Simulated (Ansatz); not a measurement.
This cell of GaAs (zinc blende) is off equilibrium:

```yaml
crystal:
  lattice:
    - [0.00000, 5.74558, 5.74558]
    - [2.87279, 0.00000, 2.87279]
    - [2.87279, 2.87279, 0.00000]
  atoms:
    - { symbol: As, position: [0.40213, 0.73191, 0.73191] }
    - { symbol: As, position: [0.84787, 0.76809, 0.76809] }
    - { symbol: Ga, position: [0.02564, 0.98291, 0.98291] }
    - { symbol: Ga, position: [0.47436, 0.01709, 0.01709] }
```

The numbers are results of PBE (plane waves to 420 eV, PAW, scalar-relativistic; Ansatz, a first-principles code), not measurements. k mesh 5×10×10 (Γ-centred), Fermi-Dirac smearing 0.05 eV. Stress and pressure are positive under compression. As the smearing reaches across the gap at some points, energies and forces of such displacements shift with the k mesh and the smearing. GaAs was relaxed with its symmetry unable to fall.

What forces act on the atoms (eV/Å, Cartesian)?


```tsv
atom	Fx	Fy	Fz
As1	0.800	-0.800	-0.800
As2	-1.147	1.147	1.147
Ga3	1.018	-1.018	-1.018
Ga4	-0.671	0.671	0.671
```

What is the stress tensor (GPa)?


```
    0.7      1.0      1.0
    1.0      0.7     -1.0
    1.0     -1.0      0.7
```
The pressure, a third of the trace, is 0.7 GPa.

(A displaced cell: forces are minus the slopes of the energy, force constants its curvatures, and phonons follow from these.)
